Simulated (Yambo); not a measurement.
YOF (space group R-3m, No. 166): the exchange self-energy on PBEsol orbitals (Yambo, 4×4×4 mesh) holds the Coulomb divergence, which is integrated with random points (RandQpts).

```csv
random points,"exchange-only gap (0, 0.25, -0.25) → (0.25, -0.5, -0.25) (eV)",shift of the valence edge (eV),gap against the reference (meV)
"1,000",15.98,-5.40,37
"10,000",15.81,-5.20,-138
"100,000",15.97,-5.40,26
"1,000,000",15.94,-5.36,-3
"5,000,000",15.94,-5.36,reference
```

From 1,000,000 points on, the gap stays within 20 meV of the run with most points. The error is statistical; each row is a single draw, so the rows fix no rate of convergence.

Geometry of the Materials Project entry, not relaxed at this level; primitive cell a = b = c = 6.667 Å, α = β = γ = 33.08°.

A shift is the quasiparticle energy of the state minus its PBEsol energy.
